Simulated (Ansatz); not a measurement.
PbS:
```xyz
2
Lattice="0.0000 3.0043 3.0043 3.0043 0.0000 3.0043 3.0043 3.0043 0.0000" Properties=species:S:1:pos:R:3 pbc="T T T"
Pb     0.0000     0.0000     0.0000
S      3.0043     3.0043     3.0043
```

Relaxed with PBE. Special points in fractions of this cell's reciprocal vectors: Γ (0.000, 0.000, 0.000); X (0.500, 0.000, 0.500); U (0.625, 0.250, 0.625); K (0.375, 0.375, 0.750); L (0.500, 0.500, 0.500); W (0.500, 0.250, 0.750).

Question: List the band energies nearest the valence-band maximum at these points for PBE (plane waves, PAW; program Ansatz).

Answer: In eV from the valence-band maximum; about four levels below and three above (degenerate sets whole), none deeper than 8.9 eV; points with the same levels are listed once.

| k | below | above |
|---|---|---|
| Γ | -6.06 -1.95 -1.95 -1.95 | 5.13 5.13 5.13 |
| X | -7.10 -4.84 -3.16 -3.16 | 4.06 5.48 5.57 5.57 |
| U | -7.79 -4.44 -2.68 -2.30 | 3.36 4.11 5.01 |
| L | -8.59 -1.59 -1.59 0.00 | 0.49 2.07 2.07 |
| W | -7.76 -4.10 -4.10 -0.91 | 2.24 4.68 4.68 |

Space group Fm-3m (rock salt). The cell was relaxed with PBE under the symmetry of its start; of distortions, only those at the zone centre were tested. Spin–orbit coupling is left out wherever it is not named.

Potentials: the later of the program's two PAW sets.
